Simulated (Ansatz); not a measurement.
MgO:
```xyz
8
Lattice="5.4985 0.0000 0.0000 0.0000 5.4985 0.0000 0.0000 0.0000 3.2667" Properties=species:S:1:pos:R:3 pbc="T T T"
Mg     1.7644     3.7340     0.0000
Mg     3.7340     1.7644     0.0000
Mg     4.5137     4.5137     1.6333
Mg     0.9848     0.9848     1.6333
O      1.7394     1.7394     0.0000
O      3.7591     3.7591     0.0000
O      1.0098     4.4886     1.6333
O      4.4886     1.0098     1.6333
```

Relaxed with r²SCAN.

Map the electron localisation function on the plane through (0.821, 0.821, 0.500) spanned by u = [0, 0, 1] and v = [1, 1, 0] in lattice vectors, from r²SCAN in the plane-wave PAW code Ansatz.

x is the fraction of u, y of v (the angle between them is 90°; rows are the nearest grid lines); atoms in the plane: Mg at (0.00, 0.00), Mg at (0.00, 0.36), O at (0.50, 0.50), O at (0.50, 0.86).
```
|12430157775103421|
|44311799999711344|
|43105999999950134|
|00169985258996100|
|00378998789987300|
|00368999999986300|
|00124678887642100|
|00000001110000000|
|00011234443211000|
|00124678887642100|
|00368999999986300|
|00379985358997300|
|00169985258996100|
|43105999999950134|
|23420389998302432|
|12430157775103421|
|44410001210001444|
|00000000000000000|
|00000000000000000|
|00000000000000000|
|00000000000000000|
|33100000000000133|
|44410001210001444|
|12430157775103421|
```
Scale: ten equal steps from 0.015 (start of '0') to 0.840 (end of '9'), in the order '0123456789'; x runs from 0.000 to 1.00, y from 0.000 (bottom) to 1.00 (top).

The density is the valence pseudo-density with augmentation charge, so density and ELF within about 1 Å of a nucleus are not all-electron values.

Space group P4_2/mnm. The start of the workflow was typed in or built on a structure type; neither database checked (COD, Materials Project) lists it. It is not the phase usual at ambient conditions (space group No. 225). The r²SCAN relaxation kept the symmetry of its start; whether a distortion lowers the energy is not shown.

Potentials: the later of the program's two PAW sets.
